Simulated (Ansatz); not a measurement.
WO3:
```
CELL_PARAMETERS angstrom
      3.82133     0.00000     0.00000
      0.00000     7.62490     0.00000
      0.00000     0.00000     7.45307
ATOMIC_POSITIONS crystal
  W  0.95402 0.72195 0.75006
  W  0.04598 0.27805 0.24994
  W  0.04598 0.22195 0.74994
  W  0.95402 0.77805 0.25006
  O  0.99626 0.01052 0.25040
  O  0.00374 0.98948 0.74960
  O  0.00374 0.51052 0.24960
  O  0.99626 0.48948 0.75040
  O  0.00162 0.25038 0.50001
  O  0.99838 0.74962 0.49999
  O  0.99838 0.75038 0.99999
  O  0.00162 0.24962 0.00001
  O  0.51067 0.26114 0.24999
  O  0.48933 0.73886 0.75001
  O  0.48933 0.76114 0.25001
  O  0.51067 0.23886 0.74999
```

Relaxed with LDA.

Which orbitals make up the states near the band edges in plane-wave PAW LDA (Ansatz code)?

Top 1 eV of the valence band: O 2p 98 %. Bottom 1 eV of the conduction band: W 5d 75 %, O 2p 23 %. Projections are on Löwdin-orthogonalised atomic valence shells; empty p or d shells of many metals are not among them.

Tabulate the density of states.

States/eV per cell of 16 atoms, in 0.25 eV bins, energy from the valence-band maximum.

```csv
E (eV),total,O 2p,W 5d,O 2s
-7.20,0.00,0.00,0.00,0.00
-6.95,7.19,4.31,2.54,0.06
-6.70,10.55,6.63,3.19,0.14
-6.45,6.29,4.11,1.67,0.13
-6.20,6.01,4.01,1.49,0.16
-5.95,5.31,3.61,1.24,0.16
-5.70,5.71,3.82,1.49,0.14
-5.45,10.38,6.65,3.27,0.16
-5.20,12.45,8.08,3.85,0.20
-4.95,8.79,5.76,2.69,0.13
-4.70,9.40,6.21,2.84,0.14
-4.45,10.75,7.22,3.14,0.17
-4.20,12.74,8.61,3.70,0.17
-3.95,12.37,8.46,3.51,0.16
-3.70,13.83,9.68,3.71,0.17
-3.45,12.39,9.13,2.82,0.15
-3.20,10.01,7.72,1.90,0.12
-2.95,8.77,6.92,1.50,0.10
-2.70,8.37,6.81,1.24,0.08
-2.45,9.71,8.18,1.17,0.09
-2.20,9.16,7.96,0.87,0.07
-1.95,7.42,6.72,0.47,0.07
-1.70,16.22,15.21,0.56,0.20
-1.45,16.81,16.04,0.40,0.15
-1.20,19.03,18.38,0.32,0.10
-0.95,11.29,10.99,0.15,0.03
-0.70,9.85,9.65,0.10,0.02
-0.45,9.07,8.94,0.06,0.01
-0.20,7.48,7.41,0.02,0.00
0.05,0.69,0.69,0.00,0.00
0.30,0.00,0.00,0.00,0.00
0.55,0.00,0.00,0.00,0.00
0.80,0.00,0.00,0.00,0.00
1.05,0.00,0.00,0.00,0.00
1.30,0.18,0.03,0.15,0.00
1.55,0.80,0.14,0.64,0.01
1.80,2.09,0.47,1.58,0.02
2.05,3.22,0.78,2.35,0.04
2.30,3.49,0.92,2.46,0.05
2.55,3.88,1.09,2.65,0.05
2.80,4.54,1.35,3.01,0.06
3.05,4.40,1.37,2.84,0.06
3.30,4.92,1.62,3.09,0.05
3.55,6.35,2.17,3.91,0.07
3.80,6.70,2.37,4.03,0.06
4.05,9.37,3.44,5.52,0.07
4.30,11.28,4.24,6.50,0.08
4.55,11.12,4.26,6.25,0.06
4.80,8.77,3.37,4.80,0.04
5.05,6.42,2.46,3.43,0.03
5.30,5.22,2.00,2.74,0.03
5.55,2.90,1.13,1.51,0.02
5.80,0.44,0.14,0.24,0.02
6.05,1.19,0.11,0.75,0.24
```

Space group Pbcm. The first step of the workflow began from a Materials Project structure, measured or hypothetical; the Crystallography Open Database copy checked does not list it. COD files the formula under space group No. 2, 14, 62, 129, 130, 191, so this cell is another polymorph or a model. Its standing as an ambient phase is unchecked. The LDA relaxation kept the symmetry of its start; of distortions, only those at the zone centre were tested, and some modes there are weakly imaginary. The run is not spin-polarised. No Hubbard U is applied. Scalar-relativistic: spin–orbit coupling is off unless named, which matters more the heavier the elements.

Potentials: the later of the program's two PAW sets.
